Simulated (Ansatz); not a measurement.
An elastic tensor (GPa, Voigt order, standard axes) from the program Ansatz at the PBE level (PAW):

```
47.3  11.9  11.9   0.0   0.0   0.0
11.9  47.3  11.9   0.0   0.0   0.0
11.9  11.9  47.3   0.0   0.0   0.0
 0.0   0.0   0.0  12.4   0.0   0.0
 0.0   0.0   0.0   0.0  12.4   0.0
 0.0   0.0   0.0   0.0   0.0  12.4
```

Q: Pick the material that matches.
A) MgO, rock salt
B) NaCl, rock salt
C) KCl, rock salt

A: B, NaCl, rock salt

Space group Fm-3m (rock salt). The cell was relaxed with PBE under the symmetry of its start; phonons on a q-mesh show no instability.

Potentials: the later of the program's two PAW sets.
